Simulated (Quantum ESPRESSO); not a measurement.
## Al2SiNPO2 (finding a planted mistake in a log)

A calculation, not a measurement. The program is pw.x of Quantum ESPRESSO 7.5 (plane-wave density functional theory). The cell is made up: 7 atoms on a wurtzite lattice with one site empty, with randomly drawn elements, strain and displacements, not relaxed. PseudoDojo standard norm-conserving files (v0.5 for PBE, v0.4.1 for LDA and PBEsol) set the functional; there is no spin polarisation, spin-orbit coupling or dispersion term, and the masses in the input are unused placeholders.

Intended input:

```
&control calculation='scf', pseudo_dir='./dojo.nc.sr.pbe.v0_5.standard.upf', outdir='./o', disk_io='medium', tprnfor=.true., tstress=.true. /
&system ibrav=0, nat=7, ntyp=5, nbnd=22, ecutwfc=84.00895049, nosym=.true., tot_charge=0,
 occupations='smearing', smearing='fd', degauss=0.0018374661
/
&electrons conv_thr=7.350e-09, electron_maxstep=60, /
ATOMIC_SPECIES
Al 1.0 Al.upf
N 1.0 N.upf
O 1.0 O.upf
P 1.0 P.upf
Si 1.0 Si.upf
CELL_PARAMETERS angstrom
3.17 -0.037 -0.0022
-0.0641 5.5598 0.0531
-0.0035 0.0501 5.1201
ATOMIC_POSITIONS angstrom
Al 0.0216 -0.0601 -0.0258
Al 1.5819 0.9274 2.5674
Si -0.0745 3.6363 2.619
N -0.001 0.0818 2.0034
P 1.5618 2.7613 1.9249
O 1.5557 0.8055 4.4463
O -0.1344 3.7802 4.5535
K_POINTS automatic
6 4 4 1 1 1
```

The log is shortened where brackets say so; the opening notice, blank lines, dates and the lines on written files are dropped, and the path of the files is cut. It prints rydbergs, bohrs and kilobars, and counts compression as positive stress. Where no state is partly filled, the Fermi energy that it prints is only some level between the filled and the empty states on the mesh, and need not lie in the true gap.

Log of the intended run:

```
     Program PWSCF v.7.5
     Parallel version (MPI & OpenMP), running on       1 processor cores
     Number of MPI processes:                 1
     Threads/MPI process:                     1
     [start-up lines left out]
     bravais-lattice index     =            0
     lattice parameter (alat)  =       5.9908  a.u.
     unit-cell volume          =     608.8276 (a.u.)^3
     number of atoms/cell      =            7
     number of atomic types    =            5
     number of electrons       =        32.00
     number of Kohn-Sham states=           22
     kinetic-energy cutoff     =      84.0090  Ry
     charge density cutoff     =     336.0358  Ry
     scf convergence threshold =      7.3E-09
     mixing beta               =       0.7000
     number of iterations used =            8  plain     mixing
     Exchange-correlation= PBE
                           (   1   4   3   4   0   0   0)
     [axes and pseudopotential details left out]
   Cartesian axes
     site n.     atom                  positions (alat units)
         1        Al     tau(   1) = (   0.0068134  -0.0189577  -0.0081382  )
         2        Al     tau(   2) = (   0.4989880   0.2925352   0.8098500  )
         3        Si     tau(   3) = (  -0.0235000   1.1470194   0.8261265  )
         4        N      tau(   4) = (  -0.0003154   0.0258027   0.6319442  )
         5        P      tau(   5) = (   0.4926477   0.8710130   0.6071825  )
         6        O      tau(   6) = (   0.4907236   0.2540836   1.4025224  )
         7        O      tau(   7) = (  -0.0423946   1.1924106   1.4363371  )
     number of k points=    48  Fermi-Dirac smearing, width (Ry)=  0.0018
                       cart. coord. in units 2pi/alat
        k(    1) = (   0.0842270   0.0715134   0.0767542), wk =   0.0416667
        k(    2) = (   0.0843172   0.0700360   0.2315614), wk =   0.0416667
     [further k points left out]
     Dense  grid:    63317 G-vectors     FFT dimensions: (  36,  64,  60)
     Estimated max dynamical RAM per process >      77.12 MB
     Initial potential from superposition of free atoms
     starting charge      31.9943, renormalised to      32.0000
     Starting wfcs are   28 randomized atomic wfcs
     total cpu time spent up to now is        6.2 secs
     per-process dynamical memory:    59.4 Mb
     Self-consistent Calculation
     iteration #  1     ecut=    84.01 Ry     beta= 0.70
     Davidson diagonalization with overlap
     ethr =  1.00E-02,  avg # of iterations =  4.6
     total cpu time spent up to now is       21.6 secs
     total energy              =    -118.01797922 Ry
     estimated scf accuracy    <       1.52220866 Ry
     iteration #  2     ecut=    84.01 Ry     beta= 0.70
     Davidson diagonalization with overlap
     ethr =  4.76E-03,  avg # of iterations =  2.4
     total cpu time spent up to now is       35.8 secs
     total energy              =    -118.12908525 Ry
     estimated scf accuracy    <       2.47204379 Ry
     [iterations 3 to 9 left out]
     iteration # 10     ecut=    84.01 Ry     beta= 0.70
     Davidson diagonalization with overlap
     ethr =  1.44E-09,  avg # of iterations =  2.0
     total cpu time spent up to now is      144.2 secs
     total energy              =    -118.68498686 Ry
     estimated scf accuracy    <       0.00000009 Ry
     iteration # 11     ecut=    84.01 Ry     beta= 0.70
     Davidson diagonalization with overlap
     ethr =  2.96E-10,  avg # of iterations =  2.0
     total cpu time spent up to now is      159.3 secs
     End of self-consistent calculation
     [lines on levels left out]
     the Fermi energy is     7.2466 ev
!    total energy              =    -118.68498688 Ry
     estimated scf accuracy    <          2.8E-09 Ry
     smearing contrib. (-TS)   =      -0.00000000 Ry
     internal energy E=F+TS    =    -118.68498688 Ry
     The total energy is F=E-TS. E is the sum of the following terms:
     one-electron contribution =     -22.64995204 Ry
     hartree contribution      =      30.22007927 Ry
     xc contribution           =     -34.85659052 Ry
     ewald contribution        =     -91.39852359 Ry
     convergence has been achieved in  11 iterations
     Forces acting on atoms (cartesian axes, Ry/au):
     atom    1 type  1   force =    -0.02001781   -0.03569103   -0.01459415
     atom    2 type  1   force =     0.00670847   -0.27968608    0.13013634
     atom    3 type  5   force =     0.09716589    0.30083475    0.31608227
     atom    4 type  2   force =    -0.00508823   -0.08627728   -0.03715424
     atom    5 type  4   force =    -0.10840959    0.07366499   -0.28536451
     atom    6 type  3   force =     0.01715691   -0.05625889    0.00486962
     atom    7 type  3   force =     0.01248436    0.08341355   -0.11397532
     Total force =     0.654211     Total SCF correction =     0.000110
     Computing stress (Cartesian axis) and pressure
          total   stress  (Ry/bohr**3)                   (kbar)     P=      124.21
   0.00180548   0.00036089   0.00026602          265.59       53.09       39.13
   0.00036089   0.00143116  -0.00016247           53.09      210.53      -23.90
   0.00026602  -0.00016247  -0.00070346           39.13      -23.90     -103.48
     init_run     :      5.63s CPU      6.15s WALL (       1 calls)
     electrons    :    145.11s CPU    153.12s WALL (       1 calls)
     forces       :      3.04s CPU      3.07s WALL (       1 calls)
     stress       :     10.65s CPU     10.70s WALL (       1 calls)
     [timing details left out]
     PWSCF        :   2m44.60s CPU   2m53.29s WALL
     JOB DONE.
```

A second run was made from an input with one planted mistake. Its log:

```
     Program PWSCF v.7.5
     Parallel version (MPI & OpenMP), running on       1 processor cores
     Number of MPI processes:                 1
     Threads/MPI process:                     1
     [start-up lines left out]
     bravais-lattice index     =            0
     lattice parameter (alat)  =       5.9908  a.u.
     unit-cell volume          =     608.8276 (a.u.)^3
     number of atoms/cell      =            7
     number of atomic types    =            5
     number of electrons       =        32.00
     number of Kohn-Sham states=           22
     kinetic-energy cutoff     =      84.0090  Ry
     charge density cutoff     =     336.0358  Ry
     scf convergence threshold =      1.5E-02
     mixing beta               =       0.7000
     number of iterations used =            8  plain     mixing
     Exchange-correlation= PBE
                           (   1   4   3   4   0   0   0)
     [axes and pseudopotential details left out]
   Cartesian axes
     site n.     atom                  positions (alat units)
         1        Al     tau(   1) = (   0.0068134  -0.0189577  -0.0081382  )
         2        Al     tau(   2) = (   0.4989880   0.2925352   0.8098500  )
         3        Si     tau(   3) = (  -0.0235000   1.1470194   0.8261265  )
         4        N      tau(   4) = (  -0.0003154   0.0258027   0.6319442  )
         5        P      tau(   5) = (   0.4926477   0.8710130   0.6071825  )
         6        O      tau(   6) = (   0.4907236   0.2540836   1.4025224  )
         7        O      tau(   7) = (  -0.0423946   1.1924106   1.4363371  )
     number of k points=    48  Fermi-Dirac smearing, width (Ry)=  0.0018
                       cart. coord. in units 2pi/alat
        k(    1) = (   0.0842270   0.0715134   0.0767542), wk =   0.0416667
        k(    2) = (   0.0843172   0.0700360   0.2315614), wk =   0.0416667
     [further k points left out]
     Dense  grid:    63317 G-vectors     FFT dimensions: (  36,  64,  60)
     Estimated max dynamical RAM per process >      77.12 MB
     Initial potential from superposition of free atoms
     starting charge      31.9943, renormalised to      32.0000
     Starting wfcs are   28 randomized atomic wfcs
     total cpu time spent up to now is       10.6 secs
     per-process dynamical memory:    59.4 Mb
     Self-consistent Calculation
     iteration #  1     ecut=    84.01 Ry     beta= 0.70
     Davidson diagonalization with overlap
     ethr =  1.00E-02,  avg # of iterations =  4.6
     total cpu time spent up to now is       33.3 secs
     total energy              =    -118.01797922 Ry
     estimated scf accuracy    <       1.52220866 Ry
     iteration #  2     ecut=    84.01 Ry     beta= 0.70
     Davidson diagonalization with overlap
     ethr =  4.76E-03,  avg # of iterations =  2.4
     total cpu time spent up to now is       54.0 secs
     total energy              =    -118.12908525 Ry
     estimated scf accuracy    <       2.47204379 Ry
     iteration #  3     ecut=    84.01 Ry     beta= 0.70
     Davidson diagonalization with overlap
     ethr =  4.76E-03,  avg # of iterations =  2.0
     total cpu time spent up to now is       71.8 secs
     total energy              =    -118.64517376 Ry
     estimated scf accuracy    <       0.22084766 Ry
     iteration #  4     ecut=    84.01 Ry     beta= 0.70
     Davidson diagonalization with overlap
     ethr =  6.90E-04,  avg # of iterations =  2.3
     total cpu time spent up to now is       89.6 secs
     total energy              =    -118.68165341 Ry
     estimated scf accuracy    <       0.02001474 Ry
     iteration #  5     ecut=    84.01 Ry     beta= 0.70
     Davidson diagonalization with overlap
     c_bands:  1 eigenvalues not converged
     ethr =  6.25E-05,  avg # of iterations =  8.1
     total cpu time spent up to now is      113.6 secs
     End of self-consistent calculation
     [lines on levels left out]
     the Fermi energy is     7.2268 ev
!    total energy              =    -118.68339155 Ry
     estimated scf accuracy    <       0.00322855 Ry
     smearing contrib. (-TS)   =      -0.00000000 Ry
     internal energy E=F+TS    =    -118.68339155 Ry
     The total energy is F=E-TS. E is the sum of the following terms:
     one-electron contribution =     -22.82318713 Ry
     hartree contribution      =      30.44631212 Ry
     xc contribution           =     -34.90799295 Ry
     ewald contribution        =     -91.39852359 Ry
     convergence has been achieved in   5 iterations
     Forces acting on atoms (cartesian axes, Ry/au):
     atom    1 type  1   force =    -0.02005596   -0.03660483   -0.01405942
     atom    2 type  1   force =     0.00660889   -0.28403613    0.13062971
     atom    3 type  5   force =     0.09674485    0.30178420    0.31224619
     atom    4 type  2   force =    -0.00489106   -0.08453068   -0.03570114
     atom    5 type  4   force =    -0.10827595    0.07589957   -0.28488081
     atom    6 type  3   force =     0.01673121   -0.06057025    0.00430701
     atom    7 type  3   force =     0.01313802    0.08805812   -0.11254154
     Total force =     0.655210     Total SCF correction =     0.059711
     Computing stress (Cartesian axis) and pressure
          total   stress  (Ry/bohr**3)                   (kbar)     P=      146.79
   0.00196147   0.00035607   0.00026367          288.54       52.38       38.79
   0.00035607   0.00161548  -0.00017763           52.38      237.64      -26.13
   0.00026367  -0.00017763  -0.00058328           38.79      -26.13      -85.80
     init_run     :      9.94s CPU     10.35s WALL (       1 calls)
     electrons    :     98.56s CPU    103.03s WALL (       1 calls)
     forces       :      3.69s CPU      3.73s WALL (       1 calls)
     stress       :     12.18s CPU     12.23s WALL (       1 calls)
     [timing details left out]
     PWSCF        :   2m 4.66s CPU   2m 9.77s WALL
     JOB DONE.
```

Question: what was wrong in the second input?

Answer: the self-consistency threshold is too loose. The input lines that differ, file-writing options aside:

```
- &electrons conv_thr=7.350e-09, electron_maxstep=60, /
+ &electrons conv_thr=1.470e-02, electron_maxstep=60, /
```

```
                                            intended run  run with the mistake
                          free energy (eV)     -1614.792             -1614.770
                    smearing term -TS (eV)        0.0000                0.0000
                            pressure (GPa)         12.42                 14.68
            largest force component (eV/Å)         8.127                 8.028
largest change of a force component (eV/Å)                               0.119
                                iterations            11                     5
```

For scale, a rerun of the intended cell at 1437 eV and a 8 x 6 x 6 mesh moved values by no more than 0.004 eV in energy, 0.08 GPa in stress and 0.009 eV/Å in force.